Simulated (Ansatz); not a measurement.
Clean, relaxed (100) surface of HfB$_{2}$, space group P6/mmm (No. 191) (top face towards +c; atoms held fixed, by place in the list: 1, 2, 3, 4):

```xyz
9
Lattice="3.1274 0.0000 0.0000 0.0000 3.4471 0.0000 0.0000 0.0000 24.2225" Properties=species:S:1:pos:R:3 pbc="T T T"
B     0.0000    1.7236    8.5000
Hf    1.5637    0.0000    9.4028
B     0.0000    1.7236   10.3056
B     1.5637    1.7236   11.2084
Hf    0.0000    0.0000   12.1279
B     1.5637    1.7236   13.0286
B     0.0000    1.7236   13.9181
Hf    1.5637    0.0000   14.9505
B     0.0000    1.7236   15.6257
```

Level of theory: DFT PBEsol, scalar-relativistic, plane waves, PAW in Ansatz 0.2.0. Plane waves to 420 eV, a k mesh through Γ of 9×8×1 on the computed 9-atom cell and Gaussian smearing (0.10 eV); no spin polarisation. The cell repeats along c with a dipole correction in the vacuum.

F (atom) is adsorbed on the top face, one adsorbate per 10.8 Å², and relaxed from 3 starting sites (fractions of a and b). The adsorption energy is E(slab + adsorbate) − E(slab) − E(free adsorbate, spin-polarised where open-shell). Heights count from the highest slab atom after relaxation. Δφ is the top face's. Δp counts per cell along +c. Bonded neighbours lie within 1.25 times the sum of covalent radii (1.35 for H) and, on that scale, within 12 % of the closest. With the adsorbate the cell is lengthened along c to keep the vacuum.

```
                          start ends at E_ads (eV) height (Å) shortest contact  Δφ (eV)  Δp (e·Å)
        top (B) at (0.00, 0.50) (0.00, 0.50), 1 bonded neighbour (B)       -4.98        1.37        F–B 1.37 Å    +0.17    -0.011
hollow (Hf-B-B) at (0.50, 0.67) (0.50, 0.68), 1 bonded neighbour (Hf)       -3.64        1.14        F–B 2.09 Å    +1.00    -0.059
  bridge (Hf-B) at (0.25, 0.75) (0.00, 0.63), 1 bonded neighbour (B)       -5.05        1.25        F–B 1.38 Å    +0.49    -0.027
```

Among the sites tried, the lowest end comes from the bridge (Hf-B) at (0.25, 0.75) start; other sites may lie lower.

Each end is the local minimum or symmetric point that its start leads to. The slab is only 7.2 Å thick, so the energies aren't converged with thickness.

Spin polarisation was left out, and a magnetic state may lie lower.